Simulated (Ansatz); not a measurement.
Computed with DFT PBE, scalar-relativistic, plane waves, PAW (Ansatz). All cells share a 420 eV cutoff and Γ-centred k meshes spaced at most about 0.3 Å⁻¹ (about 0.25 or finer for metals, 2π included). No spin polarisation in the final relaxations.

Each of these unrelaxed guesses is relaxed in cell and atoms within its symmetry. A guess keeps its type if space group and coordination stay and the shape of the cell changes little (axis ratios within about 15 %, angles within 6°); the volume may change.

1. Li3SiP2

```cif
data_structure
_symmetry_space_group_name_H-M 'R-3m:H'
_symmetry_Int_Tables_number 166
_cell_length_a 7.1894
_cell_length_b 7.1894
_cell_length_c 8.8052
_cell_angle_alpha 90.000
_cell_angle_beta 90.000
_cell_angle_gamma 120.000
_cell_volume 394.15
loop_
_atom_site_label
_atom_site_type_symbol
_atom_site_symmetry_multiplicity
_atom_site_Wyckoff_symbol
_atom_site_fract_x
_atom_site_fract_y
_atom_site_fract_z
_atom_site_occupancy
Li1 Li 9 e 0.16667 0.33333 0.33333 1
Si1 Si 3 a 0.00000 0.00000 0.00000 1
P1 P 6 c 0.00000 0.00000 0.75000 1
```

2. SrB3Rh

```cif
data_structure
_symmetry_space_group_name_H-M 'Cmmm'
_symmetry_Int_Tables_number 65
_cell_length_a 4.3089
_cell_length_b 6.2363
_cell_length_c 5.5069
_cell_angle_alpha 90.000
_cell_angle_beta 90.000
_cell_angle_gamma 90.000
_cell_volume 147.98
loop_
_atom_site_label
_atom_site_type_symbol
_atom_site_symmetry_multiplicity
_atom_site_Wyckoff_symbol
_atom_site_fract_x
_atom_site_fract_y
_atom_site_fract_z
_atom_site_occupancy
Sr1 Sr 2 d 0.00000 0.00000 0.50000 1
B1 B 4 e 0.25000 0.25000 0.00000 1
B2 B 2 c 0.50000 0.00000 0.50000 1
Rh1 Rh 2 b 0.50000 0.00000 0.00000 1
```

3. MgAsIr3

```cif
data_structure
_symmetry_space_group_name_H-M 'Pm-3m'
_symmetry_Int_Tables_number 221
_cell_length_a 4.4168
_cell_length_b 4.4168
_cell_length_c 4.4168
_cell_angle_alpha 90.000
_cell_angle_beta 90.000
_cell_angle_gamma 90.000
_cell_volume 86.17
loop_
_atom_site_label
_atom_site_type_symbol
_atom_site_symmetry_multiplicity
_atom_site_Wyckoff_symbol
_atom_site_fract_x
_atom_site_fract_y
_atom_site_fract_z
_atom_site_occupancy
Mg1 Mg 1 a 0.00000 0.00000 0.00000 1
As1 As 1 b 0.50000 0.50000 0.50000 1
Ir1 Ir 3 c 0.50000 0.50000 0.00000 1
```

4. LiSe6

```cif
data_structure
_symmetry_space_group_name_H-M 'P6/mmm'
_symmetry_Int_Tables_number 191
_cell_length_a 5.8425
_cell_length_b 5.8425
_cell_length_c 4.9507
_cell_angle_alpha 90.000
_cell_angle_beta 90.000
_cell_angle_gamma 120.000
_cell_volume 146.35
loop_
_atom_site_label
_atom_site_type_symbol
_atom_site_symmetry_multiplicity
_atom_site_Wyckoff_symbol
_atom_site_fract_x
_atom_site_fract_y
_atom_site_fract_z
_atom_site_occupancy
Li1 Li 1 a 0.00000 0.00000 0.00000 1
Se1 Se 6 k 0.00000 0.33361 0.50000 1
```

Question: Which guesses survive the relaxation?

Answer: Guess 3 keeps its type.

```tsv
guess	kept	start group	end group	V start (Å³/atom)	V end	b/a and c/a, end over start	nearest neighbours start	nearest neighbours end
1	no	R-3m	R-3m	21.9	23.5	1.00, 0.72	Li 2, P 4, Si 2	Li 2, P 4, Si 2
2	no	Cmmm	Pm-3m	14.8	14.3	-	B 2/4, Rh 4, Sr 2	B 2, Rh 6, Sr 12
3	yes	Pm-3m	Pm-3m	17.2	19.0	1.00, 1.00	As 6, Ir 2, Mg 12	As 6, Ir 2, Mg 12
4	no	P6/mmm	P6/mmm	20.9	32.4	1.00, 0.56	Li 12, Se 3	Li 12, Se 2
```

Neighbours count within 15 % of an atom's shortest distance; end groups are read at 0.02 Å (0.05 Å in metals).

Weakly bound directions are ill-defined at this level, which has no dispersion term (LiSe6 P6/mmm). Spin–orbit coupling, which can matter for Ir, is left out. In Li3SiP2 R-3m, LiSe6 P6/mmm an odd number of electrons in the primitive cell allows no gap without spin; a larger cell or a magnetic state could open one. A magnetic state wasn't ruled out in cells without spin, among them Li3SiP2 R-3m, LiSe6 P6/mmm. Cells relaxed within their symmetry can be saddle points.

In counts of neighbours, a slash parts the counts of unlike sites.
